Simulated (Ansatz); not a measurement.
A distorted cell of Mg (hcp, Mg type):

```yaml
crystal:
  lattice:
    - [3.17453, 0.00000, 0.00000]
    - [-1.58726, 2.74922, 0.00000]
    - [0.00000, 0.00000, 10.36993]
  atoms:
    - { symbol: Mg, position: [0.33333, 0.66667, 0.37500] }
    - { symbol: Mg, position: [0.33333, 0.66667, 0.87500] }
    - { symbol: Mg, position: [0.68849, 0.37698, 0.12500] }
    - { symbol: Mg, position: [0.64484, 0.28968, 0.62500] }
```

Level of theory: r2SCAN (plane waves to 500 eV, PAW, scalar-relativistic; Ansatz, an electronic-structure program). k mesh 17×17×5 (Γ-centred), Fermi-Dirac smearing 0.05 eV. Compression counts positive. With partly filled bands, energies and forces of such displacements shift with the k mesh and the smearing. Mg was relaxed with its symmetry unable to fall. The PAW data are Ansatz's earlier set.

What forces act on the atoms (eV/Å, Cartesian)?


```
atom     Fx      Fy      Fz
----  -----  ------  ------
Mg1   0.000  -0.011  -0.001
Mg2   0.000  -0.011   0.001
Mg3   0.000  -0.092   0.000
Mg4   0.000   0.115   0.000
```

(For displaced atoms, the force is minus the slope of the energy, and its curvature is a force constant, which sets phonon frequencies.)
